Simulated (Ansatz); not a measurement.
CaGaGeH:
```xyz
4
Lattice="4.1020 0.0000 0.0000 -2.0510 3.5524 0.0000 0.0000 0.0000 4.6529" Properties=species:S:1:pos:R:3 pbc="T T T"
Ca     0.0000     2.3683     4.6387
Ga     0.0000     0.0000     2.6178
Ge     2.0510     1.1841     1.9707
H      0.0000     0.0000     4.3537
```

Tensor components refer to the Cartesian frame of this cell.

Task: Give the high-frequency dielectric tensor and the Born effective charge tensors of the independent atoms from DFPT, PBEsol (plane waves, PAW; program Ansatz).

Result: 
ε∞:
```
18.3  0.00  0.00
0.00  18.3  0.00
0.00  0.00  14.2
```
Z* of atom 1 (Ca), rows: field, columns: displacement, in e:
```
2.32  0.00  0.00
0.00  2.32  0.00
0.00  0.00  2.63
```
Z* of atom 2 (Ga), rows: field, columns: displacement, in e:
```
1.52  0.00  0.00
0.00  1.52  0.00
0.00  0.00  1.13
```
Z* of atom 3 (Ge), rows: field, columns: displacement, in e:
```
-2.41   0.00   0.00
 0.00  -2.41   0.00
 0.00   0.00  -1.95
```
Z* of atom 4 (H), rows: field, columns: displacement, in e:
```
-1.43   0.00   0.00
 0.00  -1.43   0.00
 0.00   0.00  -1.81
```

Static charges for comparison (Bader): Ca1 +1.35, Ga2 +0.13, Ge3 -0.94, H4 -0.55 e. Born charges measure polarisation by displacement and can exceed these by far.

Space group P3m1. The first step of the workflow began from a Materials Project structure, measured or hypothetical; the Crystallography Open Database files this formula in space group No. 156, but the cells were not matched. Whether it is the stable phase at ambient conditions was not checked. The cell was relaxed with PBEsol under the symmetry of its start; its stability against distortions is not shown here. Spin–orbit coupling is left out wherever it is not named.

Potentials: the later of the program's two PAW sets.
